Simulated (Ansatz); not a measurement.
Relaxed Ti (hcp, Mg type):

```yaml
crystal:
  lattice:
    - [2.93885, 0.00000, 0.00000]
    - [-1.46943, 2.54512, 0.00000]
    - [0.00000, 0.00000, 4.64996]
  atoms:
    - { symbol: Ti, position: [0.33333, 0.66667, 0.75000] }
    - { symbol: Ti, position: [0.66667, 0.33333, 0.25000] }
```

In this cell atom 2 (Ti, nearest neighbour Ti at 2.878 Å; its periodic images, 2.9 Å or more away, move with it) is moved by s along Cartesian [110], unit vector (0.707, 0.707, 0.000); all other atoms and the cell stay fixed.

These are PBE (plane waves to 420 eV, PAW, scalar-relativistic; Ansatz, an electronic-structure program) values and carry that method's errors. k mesh 15×15×8 (Γ-centred), Fermi-Dirac smearing 0.05 eV. With partly filled bands, energies and forces of such displacements shift with the k mesh and the smearing. F⊥ is the part of the force across the line. The PAW data are Ansatz's earlier set. Ti is run without spin polarisation. Ti was relaxed with its symmetry unable to fall. 

```tsv
s (Å)	|F⊥| (eV/Å)
-0.290	…
-0.232	0.017
-0.174	0.012
-0.116	0.006
-0.058	0.002
0.000	0.000
0.058	0.002
0.116	0.006
0.174	0.011
0.232	0.017
0.290	…
```

Problem. Some entries are withheld; supply them.

Solution. 
- -0.290, |F⊥| (eV/Å): 0.019
- 0.290, |F⊥| (eV/Å): 0.020

(A displaced cell: forces are minus the slopes of the energy, force constants its curvatures, and phonons follow from these.)
